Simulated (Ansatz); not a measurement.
**Calculated Na-23 nuclear quadrupole resonance for NaLiGa2Si4O12**

Cell: a Materials Project structure (computed, not necessarily an observed phase), taken as it stands.

```xyz
20
Lattice="4.8514 -4.3698 0.0000 4.8514 4.3698 0.0000 -1.7605 0.0000 5.0435" Properties=species:S:1:pos:R:3 pbc="T T T"
Na    4.8514    1.8003    0.0000
Li    3.9712   -1.9464    2.5218
Ga    3.9712    3.5131    2.5218
Ga    4.8514   -3.4858    0.0000
Si    1.9689    0.7928    2.4976
Si    5.9735    0.7928    2.5459
Si    6.8451   -0.7921    0.0121
Si    1.0973   -0.7921    5.0315
O     0.4020    0.7421    1.9663
O     7.5404    0.7421    3.0772
O     8.3994   -0.6803    0.5626
O    -0.4570   -0.6803    4.4809
O     2.9478    0.0198    1.4256
O     4.9946    0.0198    3.6180
O     5.8802   -0.0409    1.1166
O     2.0622   -0.0409    3.9269
O     2.5161    2.2753    2.7968
O     5.4263    2.2753    2.2467
O     4.5292   -2.2573    4.6750
O     3.4132   -2.2573    0.3685
```

Atom numbers follow the list; atoms alike are taken as one site, whose name carries the number of the first.

Computed with Ansatz: DFT, PBE, plane waves and PAW, scalar-relativistic, 420 eV cutoff, Γ-centred 4×4×4 k-points, Fermi–Dirac smearing 0.02 eV.

Na-23: I = 3/2, Q = 104.0 mb (year-2017 value). Static lattice, zero field.

Question: At which frequencies do the Na-23 NQR lines lie?

Answer: For I = 3/2 there is one line, ν = (|C_Q|/2)(1 + η²/3)^½.

| site | atoms | V_zz (10²¹ V/m²) | C_Q (MHz) | η | line frequencies (MHz) |
| --- | --- | --- | --- | --- | --- |
| Na | 1 | 1.41 | 3.55 | 0.06 | 1.78 |
